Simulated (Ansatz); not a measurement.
Below is a relaxed structure of Tl₅Ga. The cell was found from a structure generator's guess, not taken from experiment.

Method: DFT PBE, scalar-relativistic, plane waves, PAW (Ansatz 0.2.0). Cutoff 420 eV, Γ-centred mesh, Gaussian smearing, no spin polarisation.

```xyz
6
Lattice="6.4101 0.0000 0.0000 -3.2051 5.5513 0.0000 0.0000 0.0000 8.8381" Properties=species:S:1:pos:R:3 pbc="T T T"
Tl    0.0000    0.0000    2.7939
Tl    0.0000    0.0000    6.0442
Tl    3.2051    0.0000    0.0000
Tl   -1.6025    2.7757    0.0000
Tl    1.6025    2.7757    0.0000
Ga    0.0000    0.0000    0.0000
```

Energies over the elements count from the elements' standard structures at the same level, with no fitted energy shifts.

(1) Find its symmetry and describe it.

(2) What is its formation energy per atom?

(3) Is it a metal?

Answers

(1) P6/mmm (No. 191). Conventional cell: a = 6.410 Å, c = 8.838 Å. Tl on a site of symmetry 6mm is surrounded by 1 Ga at 2.79 Å and 1 Tl at 3.25 Å; Tl on a site of symmetry mmm is surrounded by 2 Ga at 3.21 Å and 4 Tl at 3.21 Å; Ga has 2 Tl at 2.79 Å and 6 Tl at 3.21 Å.

(2) +0.35 eV/atom. A positive value: parting into the elements would lower its energy.

(3) Yes, bands cross the Fermi level on the 6×6×6 mesh.

The last run used a 6×6×6 mesh for its 6-atom cell and Gaussian smearing of 0.10 eV. These runs have no spin–orbit coupling, which can matter for Tl. A structure relaxed within its symmetry needn't be a true minimum.
